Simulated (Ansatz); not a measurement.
Ta₂C:
```xyz
3
Lattice="3.0947 0.0000 0.0000 -1.5473 2.6801 0.0000 0.0000 0.0000 4.9220" Properties=species:S:1:pos:R:3 pbc="T T T"
Ta     0.0000     1.7867     1.2457
Ta     1.5473     0.8934     3.6763
C      0.0000     0.0000     0.0000
```

Relaxed with PBEsol. Special points in fractions of this cell's reciprocal vectors: Γ (0.000, 0.000, 0.000); M (0.500, 0.000, 0.000); K (0.333, 0.333, 0.000); A (0.000, 0.000, 0.500); L (0.500, 0.000, 0.500); H (0.333, 0.333, 0.500).

Task: List the band energies nearest the Fermi level at these points for DFT-PBEsol in the program Ansatz with PAW potentials.

Result: In eV from the Fermi level; about four levels below and three above (degenerate sets whole), none deeper than 8.9 eV; points with the same levels are listed once.

```csv
k,below,above
Γ,-3.60 -3.60 -3.00 -0.01,0.51 0.51 1.14 1.14
M,-4.02 -3.77 -1.80 -0.23,3.34 3.49 4.72
K,-3.87 -2.56 -1.79 -1.79,2.59 2.59 3.74
A,-1.84 -1.54 -0.29 -0.29,3.00 3.00 3.52 3.52
L,-3.57 -2.55 -1.15 -0.98,1.53 1.55 4.36
H,-4.15 -1.58 -1.13 -1.13,1.31 2.44 2.44
```

Space group P-3m1. The first step of the workflow began from a Materials Project structure, measured or hypothetical; the Crystallography Open Database files this formula in space group No. 164, but the cells were not matched. Whether it is the stable phase at ambient conditions was not checked. The PBEsol relaxation kept the symmetry of its start; of distortions, only those at the zone centre were tested. No spin polarisation was allowed. Scalar-relativistic: spin–orbit coupling is off unless named, which matters more the heavier the elements.

Potentials: the later of the program's two PAW sets.
